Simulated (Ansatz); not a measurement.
Data:

TiB₂:
```cif
data_B2Ti
_chemical_formula_sum 'Ti1 B2'
_space_group_name_H-M_alt 'P 1'
_space_group_IT_number 1
_cell_length_a 3.72755
_cell_length_b 3.72755
_cell_length_c 3.72755
_cell_angle_alpha 129.770
_cell_angle_beta 129.770
_cell_angle_gamma 73.775
loop_
_space_group_symop_operation_xyz
  'x, y, z'
loop_
_atom_site_label
_atom_site_type_symbol
_atom_site_fract_x
_atom_site_fract_y
_atom_site_fract_z
_atom_site_occupancy
Ti1 Ti 0.00000 0.00000 0.00000 1
B1 B 0.36794 0.36794 0.00000 1
B2 B 0.63206 0.63206 0.00000 1
```

This is the PBEsol-relaxed structure.

Problem. All from DFT-PBEsol in the program Ansatz with PAW potentials, unless another level is named. Estimate the highest zone-centre frequency.

Solution. 1063 cm⁻¹.

Problem. What about the bulk modulus (Birch–Murnaghan fit)?

Solution. 170 GPa.

Space group I4/mmm (MoSi2 or CaC2 type). The cell is a constructed one: a structure type filled with these elements; neither database checked (COD, Materials Project) lists it. It is not the phase usual at ambient conditions (space group No. 191). Symmetry was held in the PBEsol relaxation; whether a distortion lowers the energy is not shown. The run is not spin-polarised. As this level gives no gap, phonon frequencies hold no LO–TO term and depend on the k-mesh and smearing (Fermi–Dirac, 0.1 eV here).

Potentials: the later of the program's two PAW sets.
